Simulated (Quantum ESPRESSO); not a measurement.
## Pd2Nb2CuRu3 (one composition in several site orders)

A calculation, not a measurement. The program is pw.x of Quantum ESPRESSO 7.5 (plane-wave density functional theory). The cell is made up: eight metal atoms on a hexagonal close-packed lattice, with elements, volume, strain and displacements drawn at random and not relaxed, so it may be unstable or far from any real phase. PseudoDojo standard norm-conserving files set the functional (PBE unless stated); there is no spin polarisation or spin-orbit coupling, the Fermi-Dirac width of 0.25 eV means electrons at about 2900 K, and the masses in the input are unused placeholders. The copper pseudopotential is less sure than most, with forces differing by about three percent and pressure by about two GPa from a second method on plain copper. A spin test at this wide smearing found no moment, but such smearing suppresses magnetism that the real alloy may have.

The runs put one composition on the sites in different orders. Cell, positions, cutoff, mesh and smearing stay as in the input of run 1; sites are counted in its order. Stress in the tables is positive in tension.

Input of run 1:

```
&control calculation='scf', pseudo_dir='./dojo.nc.sr.pbe.v0_5.standard.upf', outdir='./o', disk_io='minimal', tprnfor=.true., tstress=.true. /
&system ibrav=0, nat=8, ntyp=4, nbnd=82, ecutwfc=92.02030273, nosym=.true., tot_charge=0,
 occupations='smearing', smearing='fd', degauss=0.0183746611
/
&electrons conv_thr=1.470e-08, electron_maxstep=70, mixing_beta=0.5 /
ATOMIC_SPECIES
Cu 1.0 Cu.upf
Nb 1.0 Nb.upf
Pd 1.0 Pd.upf
Ru 1.0 Ru.upf
CELL_PARAMETERS angstrom
2.7187 0.0024 0.0204
1.3232 -2.356 -4.5193
1.3316 6.9929 -4.4779
ATOMIC_POSITIONS angstrom
Pd -0.0178 0.0717 0.0425
Nb 1.2763 2.2453 -4.4331
Cu 1.2633 -0.7672 -2.1752
Ru 2.6336 1.6427 -6.8185
Pd 2.751 4.5511 -4.5948
Ru 2.7442 -0.0381 -4.5984
Ru 2.6528 1.6378 -2.1144
Nb 4.1691 3.9558 -6.8554
K_POINTS automatic
9 5 3 1 1 1
```

| run | elements on sites 1 to 8 | free energy less that of run 1 (eV) | -TS (eV) | pressure (GPa) | stress xx (GPa) | stress yy (GPa) | stress zz (GPa) | stress yz (GPa) | stress xz (GPa) | stress xy (GPa) | iterations |
| --- | --- | --- | --- | --- | --- | --- | --- | --- | --- | --- | --- |
| 1 | Pd Nb Cu Ru Pd Ru Ru Nb | 0.000 | -1.503 | 15.83 | -17.98 | -18.15 | -11.36 | 1.04 | 2.30 | 0.45 | 22 |
| 2 | Cu Ru Nb Ru Nb Pd Ru Pd | 0.419 | -1.601 | 13.85 | -15.54 | -17.36 | -8.65 | 0.56 | 1.36 | 0.95 | 22 |
| 3 | Nb Cu Ru Pd Ru Nb Ru Pd | 0.820 | -1.534 | 16.61 | -20.85 | -19.32 | -9.65 | 2.21 | 1.31 | -0.57 | 23 |
| 4 | Cu Ru Ru Nb Ru Pd Pd Nb | 0.729 | -1.595 | 15.18 | -20.42 | -14.80 | -10.32 | 0.41 | 1.16 | 0.99 | 23 |
| 5 | Nb Ru Nb Ru Cu Ru Pd Pd | 1.289 | -1.728 | 16.62 | -17.53 | -19.82 | -12.51 | 1.38 | 2.72 | 0.23 | 22 |
| 6 | Ru Pd Ru Nb Nb Cu Pd Ru | -0.044 | -1.522 | 14.71 | -17.78 | -14.74 | -11.59 | 1.91 | 2.60 | -0.77 | 20 |

Forces Fx Fy Fz (eV/Å):

| site | run 1 | run 2 | run 3 | run 4 | run 5 | run 6 |
| --- | --- | --- | --- | --- | --- | --- |
| 1 | 0.62 -0.83 -0.88 | 0.27 -0.26 -0.55 | 0.43 -2.76 -1.21 | 0.41 -0.40 -1.15 | 0.61 -0.83 -0.09 | 0.50 -0.27 -0.49 |
| 2 | 0.16 -0.44 0.56 | 0.28 0.50 0.31 | 0.34 0.77 -0.14 | 0.62 1.32 -0.51 | 0.33 0.27 -0.69 | 0.31 -1.02 -0.38 |
| 3 | 0.42 1.27 -0.53 | 0.34 2.26 -0.98 | 0.89 1.06 -0.06 | 0.45 0.29 -0.28 | 0.45 0.74 -1.34 | 0.84 0.24 -0.11 |
| 4 | 0.12 -1.36 0.98 | 0.28 -1.40 0.25 | 0.37 -0.42 0.19 | 0.31 -1.91 0.47 | 0.36 -0.54 0.51 | -0.04 -0.47 1.75 |
| 5 | -0.36 1.45 0.24 | 0.15 0.12 1.92 | -0.42 0.69 0.32 | -0.44 0.72 0.37 | -0.14 -0.23 0.70 | -0.27 2.11 -1.18 |
| 6 | -0.83 0.82 0.55 | -0.80 0.13 1.98 | -0.47 2.82 1.38 | -0.86 -0.06 2.78 | -0.80 2.46 1.36 | -0.49 0.19 1.31 |
| 7 | 0.65 -0.31 -1.20 | 0.51 -0.27 -2.60 | 0.15 -0.90 -1.82 | 0.40 -1.16 -2.29 | 0.47 -0.03 -2.24 | 0.26 -0.54 -0.54 |
| 8 | -0.78 -0.59 0.28 | -1.04 -1.07 -0.33 | -1.29 -1.27 1.34 | -0.89 1.20 0.62 | -1.28 -1.84 1.80 | -1.11 -0.24 -0.34 |

The sites are displaced and not relaxed, so the energy differences mix bonding between neighbours with strain and are not ordering energies. A rerun of one cell of this series at a higher cutoff and on a denser mesh moved values by no more than 0.003 eV in energy, 0.14 GPa in stress and 0.010 eV/Å in force, and a second program with other atomic files agreed on that cell to 2 % rms in force and 0.5 GPa in pressure.